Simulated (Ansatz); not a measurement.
Values for one crystal, relaxed and computed with plane-wave PAW r²SCAN (Ansatz code); other levels are named.

* **Volume per atom**: 12.62 Å³
* **Band gap**: 6.60 eV (indirect)
* **Valence-band maximum**: at K
* **Formation energy from the elements (no fitted shifts)**: -2.99 eV/atom
* **Conduction-band minimum**: at Γ
* **Smallest direct gap on the standard path**: 6.88 eV

**Question.** Which of these materials gives this?
(A) SrTiO3, cubic perovskite
(B) ZrO2, fluorite
(C) SiO2, P3_121 (Si on 3a, O on 6c)
(D) ZrO2, P4_2/nmc (Zr on 2a, O on 4d)

**Answer.** C, SiO2, P3_121 (Si on 3a, O on 6c)

The cell was relaxed with r²SCAN under the symmetry of its start. The references are the lowest solids computed at this level, not always the standard phases (solids in place of the gases).

Potentials: the later of the program's two PAW sets.
